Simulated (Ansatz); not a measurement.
TaSi2:
```cif
data_Si6Ta3
_chemical_formula_sum 'Ta3 Si6'
_space_group_name_H-M_alt 'P6222'
_space_group_IT_number 180
_space_group_name_Hall 'P 62 2 (0 0 4)'
_cell_length_a 4.76193
_cell_length_b 4.76193
_cell_length_c 6.55307
_cell_angle_alpha 90.000
_cell_angle_beta 90.000
_cell_angle_gamma 120.000
loop_
_atom_site_label
_atom_site_type_symbol
_atom_site_symmetry_multiplicity
_atom_site_Wyckoff_symbol
_atom_site_fract_x
_atom_site_fract_y
_atom_site_fract_z
_atom_site_occupancy
Ta1 Ta 3 c 0.50000 0.00000 0.00000 1
Si1 Si 6 i 0.15910 0.31820 0.00000 1
```

Relaxed at zero pressure with the program Ansatz at the PBEsol level (PAW).

The volume is lowered by 9 % and shape and atoms relax at that volume. What pressure results, and how do the axes share the change?

22.5 GPa; a -3.4 %, b -3.4 %, c -2.5 %; the energy rises by 83 meV/atom.

Give the new structure.


Space group P6₂22 (No. 180); a = b = 4.600 Å, c = 6.392 Å, α = β = 90.00°, γ = 120.00°

```
atom  site  symmetry       x       y       z
----  ----  --------  ------  ------  ------
Ta      3c       222  0.5000  0.0000  0.0000
Si      6i       ..2  0.1595  0.3191  0.0000
```

The phase is kept; no other phase was compared at this pressure.

Space group P6_222. The PBEsol relaxation kept the symmetry of its start; of distortions, only those at the zone centre were tested. The run is not spin-polarised. Spin–orbit coupling is left out wherever it is not named.

Potentials: the later of the program's two PAW sets.
